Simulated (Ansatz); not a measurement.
A geometry of Ir away from equilibrium: the start of the relaxation of a relaxed Ir cell, doubled along one cell vector, shaken by Gaussian noise of σ = 0.08 Å a coordinate. Calculation: PBEsol (plane waves to 420 eV, PAW, scalar-relativistic; Ansatz, a first-principles code). Γ-centred k-mesh 7×14×10 on the run's cell (coarser than for final values), Fermi–Dirac smearing 0.05 eV.

```xyz
4
Lattice="-4.8038 4.8038 2.7174 2.4019 -2.4019 1.3587 2.4019 2.4019 -1.3587" Properties=species:S:1:pos:R:3 pbc="T T T"
Ir    -0.0558     2.5210     0.6498
Ir    -2.3943     4.8005     2.1014
Ir     0.0619     0.0385     0.0582
Ir    -2.3702     2.4958     1.3575
```

### Question
Give the Cartesian forces on all atoms (eV/Å).

### Answer
```tsv
atom	Fx	Fy	Fz
Ir1	1.10	-0.10	0.62
Ir2	0.85	0.41	-0.56
Ir3	-0.80	-0.17	-0.09
Ir4	-1.15	-0.14	0.03
```

### Question
What is the pressure?

### Answer
+1.7 GPa, compression positive.

### Question
How far above the relaxed end point is this geometry?

### Answer
0.78 eV/atom; the path ends in Fm-3m (No. 225) (fcc (Cu type)).

No spin polarisation in the result.

Of the parent cell (I4₁/amd (No. 141)): it is a generated cell of Ir: the first start was made by placing the elements on the sites of a structure type, and the end was not matched to a known phase here, so it may be hypothetical. Known forms of Ir include space group No. 225.
